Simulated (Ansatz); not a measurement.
**Slab of fcc Au (110), 4 layers**

The slab is cut from the fcc crystal, the stable phase, as relaxed on PAW files (17.97 Å³/atom), with 16 Å of vacuum and a dipole correction:

```xyz
4
Lattice="2.9401 0.0000 0.0000 0.0000 4.1579 0.0000 0.0000 0.0000 20.4101" Properties=species:S:1:pos:R:3 pbc="T T T"
Au    0.7350    1.0395    8.0000
Au    2.2051    3.1184    9.4700
Au    0.7350    1.0395   10.9401
Au    2.2051    3.1184   12.4101
```

Level of theory: DFT with PBE, scalar-relativistic, in Ansatz 0.2.0; a Γ-centred 12×9×1 k mesh, Fermi–Dirac smearing of 0.05 eV, no spin polarisation. LAPW: all electrons, basis error target 1 meV/atom; PAW: frozen-core files, cutoff 420 eV.

The bulk energy comes from a cell in the slab's orientation on a 12×9×12 mesh. The surface energy is (E(slab) − N·E(bulk))/2A at zero smearing, the mean of both faces; thin slabs carry quantum-size effects.

Spin–orbit coupling is left out, which matters for the heavy atoms.

Task: As cut, the LAPW slab lies 1.508 eV above 4 atoms of bulk. What surface energy is that?

Result: Over two faces of 12.22 Å² it is 61.7 meV/Å², and times 16.02 J/m² per eV/Å² that gives γ = 0.988 J/m².

Task: What do relaxation and the other method give, and what work function comes out?

Result: 

```tsv
method	γ as cut (J/m²)	γ relaxed (J/m²)	Φ as cut (eV)	Φ relaxed (eV)
LAPW	0.988	0.884	4.99	4.97
PAW	0.988	0.884	4.99	4.97
```

Task: How do the spacings between the planes relax?

Result: From the bottom face up: d12 -20.0 % of 1.470 Å, d23 +20.4 % of 1.470 Å, d34 -20.0 % of 1.470 Å.

Task: What changes if the images along the normal are cut off in place of the dipole correction?

Result: LAPW then gives: no gap, work function 4.97 eV; PAW: no gap, work function 4.97 eV.

Task: What changes if relativity is switched off, at the same positions?

Result: LAPW then gives: no gap, work function 4.04 eV.

Task: A 4f core hole is made on one atom of each kind in every 1×1 cell (PAW hole dataset, neutral cell, valence without spin). What does it cost by layer?

Result: layer 1 84.34 eV, layer 2 84.57 eV. Shifts between layers mean more than the absolute values, and a whole layer of holes screens otherwise than one hole.
